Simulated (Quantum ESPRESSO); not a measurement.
BSi2FO5, convergence and cost over cutoff and k mesh

Simulated, not a measurement. The program is pw.x of Quantum ESPRESSO 7.5 (plane-wave density functional theory). The cell is made up: 9 atoms on a quartz lattice, with randomly drawn elements, strain and displacements, not relaxed. PseudoDojo standard norm-conserving files (v0.5 for PBE, v0.4.1 for LDA and PBEsol) set the functional; there is no spin polarisation, spin-orbit coupling or dispersion term, and the masses in the input are unused placeholders.

Input of the run in row 2:

```
&control calculation='scf', pseudo_dir='./dojo.nc.sr.pbe.v0_5.standard.upf', outdir='./o', disk_io='medium', tprnfor=.true., tstress=.true. /
&system ibrav=0, nat=9, ntyp=4, nbnd=30, ecutwfc=84.00895049, nosym=.true., tot_charge=0,
 occupations='smearing', smearing='fd', degauss=0.0018374661
/
&electrons conv_thr=7.350e-09, electron_maxstep=60, /
ATOMIC_SPECIES
B 1.0 B.upf
F 1.0 F.upf
O 1.0 O.upf
Si 1.0 Si.upf
CELL_PARAMETERS angstrom
5.1199 -0.0008 -0.0022
-2.5607 4.3942 0.0149
-0.0024 0.0175 5.6553
ATOMIC_POSITIONS angstrom
B 2.3566 0.0348 3.8407
Si -1.2053 2.1491 2.027
Si 1.2886 2.4489 0.0608
F 1.3859 1.1463 4.3322
O 3.4319 0.5863 2.6294
O 3.0044 2.7007 0.7427
O 0.2865 1.8295 1.3479
O -1.1179 3.3678 3.2024
O 0.8277 3.8374 4.9522
K_POINTS automatic
5 5 4 1 1 1
```

The same cell was run at these settings. Meshes are shifted by half a step, and differences are from the last row, which is itself not exact.

| cutoff (eV) | k mesh | k points solved | threshold (eV) | free energy less the last row's (eV) | pressure (GPa) | largest stress difference (GPa) | largest force difference (eV/Å) | iterations | wall time (s) | k-point pools | processor |
| --- | --- | --- | --- | --- | --- | --- | --- | --- | --- | --- | --- |
| 800 | 2 x 2 x 2 | 4 | 1e-04 | 0.981 | -31.72 | 8.69 | 0.035 | 8 | 36 | 1 | AMD EPYC, Zen 5 class |
| 1143 | 5 x 5 x 4 | 50 | 1e-07 | 0.002 | -23.11 | 0.03 | 0.002 | 13 | 477 | 1 | AMD EPYC, Zen 5 class |
| 1437 | 7 x 7 x 6 | 147 | 1e-07 | 0.000 | -23.08 | 0.00 | 0.000 | 13 | 2602 | 1 | AMD EPYC, Zen 5 class |

Each pool is one process. Wall times include start-up and a band step at six k points, which weighs most on the coarsest meshes. The runs were on shared virtual cores whose load varied, so times are rough.